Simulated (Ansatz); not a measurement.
MoPt (rock salt, Fm-3m) at seven volumes, PBE in the plane-wave PAW code Ansatz, scaled uniformly. One row is withheld.

| V (Å³/atom) | P (GPa) |
|---|---|
| 16.406 | 23.24 |
| 16.947 | 14.14 |
| 17.488 | 6.46 |
| 18.029 | -0.01 |
| 18.570 | -5.45 |
| 19.111 | -10.03 |
| 19.651 | ? |

**Question.** Fit the shown pressures and predict the withheld one.

**Answer.** Third-order Birch–Murnaghan: P = (3/2)B₀(x^(7/2) − x^(5/2))[1 + (3/4)(B′ − 4)(x − 1)] with x = (V₀/V)^(2/3). Least squares on the six rows gives V₀ = 18.029 Å³/atom, B₀ = 197.4 GPa, B′ = 4.69. At V = 19.651, x = 0.9442 and P = -13.90 GPa. The run itself gave -13.86 GPa.

The start of the workflow was typed in or built on a structure type; neither database checked (COD, Materials Project) lists it. Whether it is the stable phase at ambient conditions was not checked. The PBE relaxation kept the symmetry of its start; whether a distortion lowers the energy is not shown. No spin polarisation was allowed. The volume moved by 18 % from the start of the relaxation. Its formation energy is positive at this level, so the cell may be metastable or incomplete. Spin–orbit coupling is left out wherever it is not named.

Potentials: the later of the program's two PAW sets.
